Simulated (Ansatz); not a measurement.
Cs2MnTe2 in space group Ibam (No. 72; Cs on 8j, Mn on 4b, Te on 8j), r²SCAN (plane waves, PAW; program Ansatz). The conduction-band minimum lies at Z, with 1 equivalent valley. Second derivatives d²E/dk² of the lowest band at one valley (eV·Å²), along Cartesian directions:

```csv
direction,d²E/dk²
[100],12.02
[010],4.465
[001],5.737
[110],8.243
[101],8.885
[011],5.103
```

**Question.** Find the principal effective masses, the density-of-states mass and the conductivity mass.

**Answer.** Off-diagonal terms follow from H_xy = H[110] − (H_xx + H_yy)/2, and m*/mₑ = 7.620 eV·Å² over each eigenvalue: 0.63, 1.3, 1.7. One valley's DOS mass (m₁m₂m₃)^(1/3) = 1.1, conductivity mass 3/(Σ 1/mᵢ) = 1.0 mₑ.

**Question.** What effective density of states Nc follows at 300 K for parabolic valleys?

**Answer.** Nc = 2.509e19 × 1 × (1.1)^(3/2) ≈ 2.9e19 cm⁻³.

The first step of the workflow began from a Materials Project structure, measured or hypothetical; the Crystallography Open Database files this formula in space group No. 72, but the cells were not matched. Its standing as an ambient phase is unchecked. The cell was relaxed with r²SCAN under the symmetry of its start, as lowered by the spin order; its stability against distortions is not shown here. Spin order of the final state: antiferromagnetic, chosen from 3 collinear starts compared on coarse meshes (ties went to the first, and starts can fall back to one state), not a proven ground state. Other orbital occupations within this spin state were not tried. No Hubbard U is applied. Point labels and valley counts follow the cell and symmetry of the run, lower than the named group. Spin–orbit coupling is left out wherever it is not named.

Potentials: the later of the program's two PAW sets.

Edges and masses are those of Kohn–Sham bands, whose gap is no quasiparticle gap.
